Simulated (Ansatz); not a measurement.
Data sheet: InMo₃C (DFT)

InMo$_{3}$C (anti-perovskite, Pm-3m), a = b = c = 4.214 Å, α = β = γ = 90.00°.

Space group Pm-3m (No. 221), anti-perovskite; conventional cell a = b = c = 4.214 Å, α = β = γ = 90.00°.

Method: DFT-PBE in the program Ansatz with PAW potentials. Geometry: relaxed at this level of theory. Other levels are named where they apply.

Cell and energy:

- Volume per atom = 14.97 Å³
- Density = 9.20 g/cm³
- Formation energy from the elements (no fitted shifts) = 0.17 eV/atom

Electronic structure:

- Electronic character = metallic (no gap)
- Density of states at the Fermi level = 0.78 states/eV per atom (mean over ±0.08 eV)
- Gap with spin–orbit coupling = none (metallic)

Mechanics:

* **Bulk modulus (Birch–Murnaghan fit)**: 222 GPa
* **Pressure derivative B′**: 4.4

The start of the workflow was typed in or built on a structure type; neither database checked (COD, Materials Project) lists it. Whether it is the stable phase at ambient conditions was not checked. Symmetry was held in the PBE relaxation; its stability against distortions is not shown here. No spin polarisation was allowed. Its formation energy is positive at this level, so the cell may be metastable or incomplete. The references are the lowest solids computed at this level, not always the standard phases. Scalar-relativistic: spin–orbit coupling is off unless named, which matters more the heavier the elements.

Potentials: the earlier of the program's two PAW sets.
